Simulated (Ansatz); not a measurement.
# Mo3Os (A15, Cr3Si type), frozen-phonon scan

Starting cell, Mo3Os (A15, Cr3Si type):

```xyz
16
Lattice="9.8318 0.0000 0.0000 4.9159 4.9159 0.0000 0.0000 0.0000 4.9159" Properties=species:S:1:pos:R:3 pbc="T T T"
Mo     1.2290     0.0000     2.4579
Mo     6.1449     0.0000     2.4579
Mo     3.6869     0.0000     2.4579
Mo     8.6028     0.0000     2.4579
Mo    12.2897     3.6869     0.0000
Mo     7.3738     3.6869     0.0000
Mo     2.4579     1.2290     0.0000
Mo     7.3738     1.2290     0.0000
Mo     9.8318     2.4579     3.6869
Mo     4.9159     2.4579     3.6869
Mo     9.8318     2.4579     1.2290
Mo     4.9159     2.4579     1.2290
Os     0.0000     0.0000     0.0000
Os     4.9159     0.0000     0.0000
Os     2.4579     2.4579     2.4579
Os     7.3738     2.4579     2.4579
```

The atoms are displaced by Q × the pattern below (from a DFPT mode at M = (0.5, 0.5, 0.0), largest move 1; Q in Å), at fixed cell. (q is in reciprocal vectors of the primitive cell; the cell shown is doubled to hold the pattern.)

| atom | x | y | z |
|---|---|---|---|
| Mo1 | 0.000 | 0.920 | 0.000 |
| Mo2 | 0.000 | -0.920 | 0.000 |
| Mo3 | 0.000 | -0.920 | 0.000 |
| Mo4 | 0.000 | 0.920 | 0.000 |
| Mo5 | 0.920 | 0.000 | 0.000 |
| Mo6 | -0.920 | 0.000 | 0.000 |
| Mo7 | 0.920 | 0.000 | 0.000 |
| Mo8 | -0.920 | 0.000 | 0.000 |
| Mo9 | 0.000 | 0.000 | 0.086 |
| Mo10 | 0.000 | 0.000 | -0.086 |
| Mo11 | 0.000 | 0.000 | -0.086 |
| Mo12 | 0.000 | 0.000 | 0.086 |
| Os13 | 0.000 | 1.000 | 0.000 |
| Os14 | 0.000 | -1.000 | 0.000 |
| Os15 | 1.000 | 0.000 | 0.000 |
| Os16 | -1.000 | 0.000 | 0.000 |

These are LDA (plane waves to 420 eV, PAW, scalar-relativistic; Ansatz, a program for electronic structure) values and carry that method's errors. k mesh 10×10×10 (Γ-centred), Fermi-Dirac smearing 0.05 eV. Energies are smeared free energies. Compression counts positive. With partly filled bands, energies and forces of such displacements shift with the k mesh and the smearing. Mo3Os is run without spin polarisation. Mo3Os was relaxed with its symmetry unable to fall. Spin-orbit coupling is left out, though Os is heavy. The zero of ΔE is the undisplaced structure.

```json
[
 {"Q (Å)": "-0.280", "ΔE (eV/cell)": "2.953", "−dE/dQ from forces (eV/Å)": "24.476", "P (GPa)": "7.6"},
 {"Q (Å)": "-0.233", "ΔE (eV/cell)": "1.945", "−dE/dQ from forces (eV/Å)": "18.848", "P (GPa)": "5.2"},
 {"Q (Å)": "-0.187", "ΔE (eV/cell)": "1.183", "−dE/dQ from forces (eV/Å)": "13.908", "P (GPa)": "3.3"},
 {"Q (Å)": "-0.140", "ΔE (eV/cell)": "0.636", "−dE/dQ from forces (eV/Å)": "9.643", "P (GPa)": "1.8"},
 {"Q (Å)": "-0.093", "ΔE (eV/cell)": "0.273", "−dE/dQ from forces (eV/Å)": "6.018", "P (GPa)": "0.8"},
 {"Q (Å)": "-0.047", "ΔE (eV/cell)": "0.067", "−dE/dQ from forces (eV/Å)": "2.889", "P (GPa)": "0.2"},
 {"Q (Å)": "0.000", "ΔE (eV/cell)": "0.000", "−dE/dQ from forces (eV/Å)": "0.000", "P (GPa)": "0.0"},
 {"Q (Å)": "0.047", "ΔE (eV/cell)": "0.067", "−dE/dQ from forces (eV/Å)": "-2.889", "P (GPa)": "0.2"},
 {"Q (Å)": "0.093", "ΔE (eV/cell)": "0.273", "−dE/dQ from forces (eV/Å)": "-6.018", "P (GPa)": "0.8"},
 {"Q (Å)": "0.140", "ΔE (eV/cell)": "0.636", "−dE/dQ from forces (eV/Å)": "-9.643", "P (GPa)": "1.8"},
 {"Q (Å)": "0.187", "ΔE (eV/cell)": "1.183", "−dE/dQ from forces (eV/Å)": "-13.908", "P (GPa)": "3.3"},
 {"Q (Å)": "0.233", "ΔE (eV/cell)": "1.945", "−dE/dQ from forces (eV/Å)": "-18.848", "P (GPa)": "5.2"},
 {"Q (Å)": "0.280", "ΔE (eV/cell)": "2.953", "−dE/dQ from forces (eV/Å)": "-24.476", "P (GPa)": "7.6"}
]
```

Read from the data:

The energy at Q = 0.280 Å is 2953 meV/cell. Space group of the distorted cell: P4_2/mnm (No. 136), lowered from Pm-3n. Symmetry of the curve: even: the same for both signs. Shape of the curve: a single well with its minimum at or next to zero displacement. Harmonic wavenumber from the curvature (finite differences): 108 cm⁻¹.

(For displaced atoms, the force is minus the slope of the energy, and its curvature is a force constant, which sets phonon frequencies.)
